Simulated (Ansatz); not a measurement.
ZnCu2SnS4 in space group I-4 (No. 82; Pearson symbol tI16) under volume change, DFT-PBE in the program Ansatz with PAW potentials, shape and atoms relaxed at each volume.

| V (Å³/atom) | E − E(relaxed) (meV/atom) | P (GPa) |
|---|---|---|
| 18.596 | 42.2 | 8.05 |
| 19.209 | 17.6 | 4.88 |
| 19.822 | [?] | [?] |
| 20.435 | 0.0 | 0.00 |
| 21.048 | 3.7 | -1.87 |
| 21.661 | [?] | [?] |
| 22.274 | 29.6 | -4.75 |

Task: Complete the blanks.

Result: 
- 21.661, E − E(relaxed) (meV/atom): 13.9
- 21.661, P (GPa): -3.44
- 19.822, E − E(relaxed) (meV/atom): 4.1
- 19.822, P (GPa): 2.23

Task: What does a third-order Birch–Murnaghan fit give for V₀, B₀ and B′?

Result: V₀ = 20.43 Å³/atom, B₀ = 67.9 GPa, B′ = 4.9.

The PBE relaxation kept the symmetry of its start. The run is not spin-polarised. Spin–orbit coupling is left out wherever it is not named.

Potentials: the later of the program's two PAW sets.
